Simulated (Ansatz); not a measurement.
WC:
```
WC
1.0
    4.18514     0.00000     0.00000
    0.00000     4.18514     0.00000
    0.00000     0.00000     4.18514
W C
3 3
Direct
  0.00000   0.50000   0.50000
  0.50000   0.00000   0.50000
  0.50000   0.50000   0.00000
  0.50000   0.00000   0.00000
  0.00000   0.50000   0.00000
  0.00000   0.00000   0.50000
```

This is the PBEsol-relaxed structure.

Question: All from PBEsol (plane waves, PAW; program Ansatz), unless another level is named. Estimate the highest zone-centre frequency.

Answer: 614 cm⁻¹.

Question: Give the Young's modulus.

Answer: 348 GPa.

Space group Pm-3m. The start of the workflow was typed in or built on a structure type; neither database checked (COD, Materials Project) lists it. It is not the phase usual at ambient conditions (space group No. 187). The cell was relaxed with PBEsol under the symmetry of its start; its stability against distortions is not shown here. No spin polarisation was allowed. Its formation energy is positive at this level, so the cell may be metastable or incomplete. As this level gives no gap, phonon frequencies hold no LO–TO term and depend on the k-mesh and smearing (Fermi–Dirac, 0.1 eV here). Scalar-relativistic: spin–orbit coupling is off unless named, which matters more the heavier the elements.

Potentials: the earlier of the program's two PAW sets. The files were generated under PBE; for other functionals the program regenerates the frozen cores, and for LDA and PBEsol the local potential too.
